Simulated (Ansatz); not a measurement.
Sn (beta-Sn type, space group I4_1/amd)

```
Sn
1.0
   -2.97355     2.97355     1.60610
    2.97355    -2.97355     1.60610
    2.97355     2.97355    -1.60610
Sn
2
Direct
  0.75000   0.25000   0.50000
  0.00000   0.00000   0.00000
```

In this cell atom 2 (Sn, nearest neighbour Sn at 3.080 Å; its periodic images, 3.2 Å or more away, move with it) is moved by u·(1.000, 0.000, 0.000) + v·(0.000, 1.000, 0.000); the rest is frozen.

Calculation: PBE (plane waves to 420 eV, PAW, scalar-relativistic; Ansatz, an electronic-structure program). k mesh 13×13×13 (Γ-centred), Fermi-Dirac smearing 0.05 eV. With partly filled bands, energies and forces of such displacements shift with the k mesh and the smearing. Fu and Fv are the components of the force on the atom. Sn was relaxed with its symmetry unable to fall. The PAW data are Ansatz's earlier set. 

| Fv (eV/Å) | u = -0.460 | u = -0.230 | u = 0.000 | u = 0.230 | u = 0.460 |
|---|---|---|---|---|---|
| v = -0.460 | ___ | 2.16 | ___ | 2.16 | ___ |
| v = -0.230 | 0.55 | 0.77 | 0.82 | 0.77 | 0.55 |
| v = 0.000 | 0.00 | 0.00 | 0.00 | 0.00 | 0.00 |
| v = 0.230 | -0.55 | -0.77 | -0.82 | -0.77 | -0.55 |
| v = 0.460 | ___ | -2.16 | ___ | -2.16 | ___ |

### Question
Fill in the missing entries.

### Answer

- v = -0.460, u = -0.460: 1.66
- v = -0.460, u = 0.000: 2.33
- v = -0.460, u = 0.460: 1.66
- v = 0.460, u = -0.460: -1.66
- v = 0.460, u = 0.000: -2.33
- v = 0.460, u = 0.460: -1.66

(For displaced atoms, the force is minus the slope of the energy, and its curvature is a force constant, which sets phonon frequencies.)
